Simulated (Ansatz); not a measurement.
# Rocksalt alloy of MgO and CaO (22 of 32 Mg sites exchanged), 64 atoms

Ansatz, PAW, plane waves. PBEsol relaxation of volume and atoms (shape held) at the single k point (¼, ¼, ¼) without its symmetry partners; single points on the relaxed atoms at the Γ point alone, onto which points of the small cell's zone fold. Arrangement: quasirandom. No spin–orbit coupling unless named.

Relaxed structure:

```cif
data_structure
_symmetry_space_group_name_H-M 'P 1'
_symmetry_Int_Tables_number 1
_cell_length_a 9.2452
_cell_length_b 9.2452
_cell_length_c 9.2452
_cell_angle_alpha 90.000
_cell_angle_beta 90.000
_cell_angle_gamma 90.000
_cell_volume 790.21
loop_
_atom_site_label
_atom_site_type_symbol
_atom_site_fract_x
_atom_site_fract_y
_atom_site_fract_z
_atom_site_occupancy
O1 O 0.26183 0.01100 0.99965 1
O2 O 0.24996 0.00163 0.49915 1
O3 O 0.24900 0.48880 0.01120 1
O4 O 0.23994 0.49848 0.48609 1
O5 O 0.73883 0.00236 0.99182 1
O6 O 0.74942 0.00068 0.50683 1
O7 O 0.75917 0.49795 0.01116 1
O8 O 0.76098 0.49950 0.48864 1
O9 O 0.01052 0.26067 0.98937 1
O10 O 0.00119 0.26313 0.51280 1
O11 O 0.00203 0.73814 0.99823 1
O12 O 0.00029 0.73607 0.50151 1
O13 O 0.49025 0.25463 0.98903 1
O14 O 0.49846 0.25156 0.51390 1
O15 O 0.49874 0.72818 0.99755 1
O16 O 0.49984 0.74838 0.50156 1
O17 O 0.99884 0.00160 0.24808 1
O18 O 0.98977 0.01392 0.75177 1
O19 O 0.00089 0.49799 0.24622 1
O20 O 0.99940 0.48811 0.75641 1
O21 O 0.50116 0.00229 0.23373 1
O22 O 0.50961 0.01377 0.76371 1
O23 O 0.50285 0.49741 0.23762 1
O24 O 0.50138 0.48661 0.76145 1
O25 O 0.24995 0.26111 0.24021 1
O26 O 0.24960 0.25110 0.76081 1
O27 O 0.25021 0.73767 0.24799 1
O28 O 0.25014 0.75064 0.75072 1
O29 O 0.75026 0.25917 0.24918 1
O30 O 0.74982 0.24238 0.75214 1
O31 O 0.75024 0.74005 0.24940 1
O32 O 0.75004 0.75806 0.75029 1
Ca1 Ca 0.00041 0.00544 0.99584 1
Ca2 Ca 0.99774 0.00335 0.50474 1
Ca3 Ca 0.50216 0.00260 0.50638 1
Ca4 Ca 0.50064 0.49822 0.49588 1
Ca5 Ca 0.24803 0.25435 0.50290 1
Ca6 Ca 0.25239 0.74391 0.00144 1
Ca7 Ca 0.24830 0.74560 0.49758 1
Ca8 Ca 0.74927 0.25389 0.99724 1
Ca9 Ca 0.75208 0.25249 0.50409 1
Ca10 Ca 0.74765 0.74650 0.99994 1
Ca11 Ca 0.75189 0.74753 0.49980 1
Ca12 Ca 0.25239 0.00280 0.24559 1
Ca13 Ca 0.25229 0.00653 0.75418 1
Ca14 Ca 0.24799 0.49493 0.75513 1
Ca15 Ca 0.74772 0.00018 0.24675 1
Ca16 Ca 0.75233 0.49514 0.75376 1
Ca17 Ca 0.00176 0.25665 0.24714 1
Ca18 Ca 0.00006 0.74212 0.24884 1
Ca19 Ca 0.99820 0.74600 0.75061 1
Ca20 Ca 0.49810 0.25489 0.24310 1
Ca21 Ca 0.50023 0.74460 0.24408 1
Ca22 Ca 0.50222 0.75135 0.75506 1
Mg1 Mg 0.00149 0.49457 0.00212 1
Mg2 Mg 0.99976 0.49728 0.49378 1
Mg3 Mg 0.49919 0.02037 0.99452 1
Mg4 Mg 0.49286 0.49537 0.00257 1
Mg5 Mg 0.25063 0.25763 0.99701 1
Mg6 Mg 0.24417 0.49624 0.24385 1
Mg7 Mg 0.74732 0.00863 0.75554 1
Mg8 Mg 0.75433 0.49896 0.24488 1
Mg9 Mg 0.00099 0.25524 0.75396 1
Mg10 Mg 0.49965 0.25210 0.75723 1
```

Problem. What are the mean bond lengths by pair (pairs within 1.2 times the sum of covalent radii, less contacts 15 % beyond the pair's median; cation–cation pairs of compounds aside; long ionic contacts are cut short by that bound)?

Solution. Ca–O 2.344 ± 0.060 Å (standard deviation, 132 bonds); Mg–O 2.235 ± 0.068 Å (standard deviation, 59 bonds).

Problem. What gap lies between the top filled and the lowest empty level in the single points?

Solution. HSE06 5.79 eV (2.9 min on 7 threads of Neoverse-V2).
